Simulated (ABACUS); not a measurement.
Consider a self-consistent single point of BaTiO₃ (Amm2, 5 atoms in the cell; from Materials Project mp-5777, changed as shown).

```yaml
crystal:
  lattice:
    - [4.02316, 0.00000, 0.00000]
    - [0.00000, 2.86259, 2.87534]
    - [0.00000, -2.86259, 2.87534]
  atoms:
    - { symbol: Ba, position: [0.00000, 0.00341, 0.00341] }
    - { symbol: Ti, position: [0.50000, 0.51850, 0.51850] }
    - { symbol: O, position: [0.50000, 0.97843, 0.49135] }
    - { symbol: O, position: [0.50000, 0.49135, 0.97843] }
    - { symbol: O, position: [0.00000, 0.48820, 0.48820] }
```

Method: LDA (PW92), numerical atomic orbitals TZDP (confined pseudo-atomic orbitals; energy shift 0.003 Ry), PseudoDojo 0.4 standard norm-conserving LDA (tails mended) pseudopotentials in ABACUS 3.10.1.

ABACUS settings:

- basis: TZDP numerical atomic orbitals, energy shift 0.003 Ry
- KPT: Gamma 6 6 6 0 0 0
- basis_type: lcao
- dft_functional: PWLDA
- ecutwfc: 100 Ry
- smearing_method: gaussian
- smearing_sigma: 0.000734986 Ry
- potentials: PseudoDojo 0.4 standard norm-conserving LDA (tails mended)
- symmetry: 1
- symmetry_prec: 1e-05
- ks_solver: genelpa
- scf_nmax: 100
- scf_thr: 1.0e-06
- mixing_type: pulay

Task: Estimate, at this level of theory: gap on the k-point mesh, pressure and largest force (vector length).

Result: The run gave:

Gap on the k-point mesh: 2.02 eV
Pressure: -9.64 GPa
Largest force (vector length): 0.106 eV/Å

The gap is read on the k-point mesh of the run and can differ from the gap over the whole zone at this level.

For comparison: a first run was changed to give this one (lattice vector a scaled by 1.01), and from it to this one the free energy rises by 7.8 meV/atom, the pressure goes from -8.14 to -9.64 GPa and the gap on the mesh goes from 2.039 to 2.018 eV.

The atom-centred basis is finite, which shifts total energies, pressures, gaps and forces against plane waves. The structure comes from a collection of computed structures, made at another level of theory; the collection holds predicted forms beside known ones.

Cost on one core: roughly 90 core-seconds.

The atomic orbitals were generated for these runs; they are not ABACUS's published sets and were checked against plane waves on a few crystals only.

“Tails mended”: in these copies of the files the far tail of each local potential was reset to the Coulomb form.
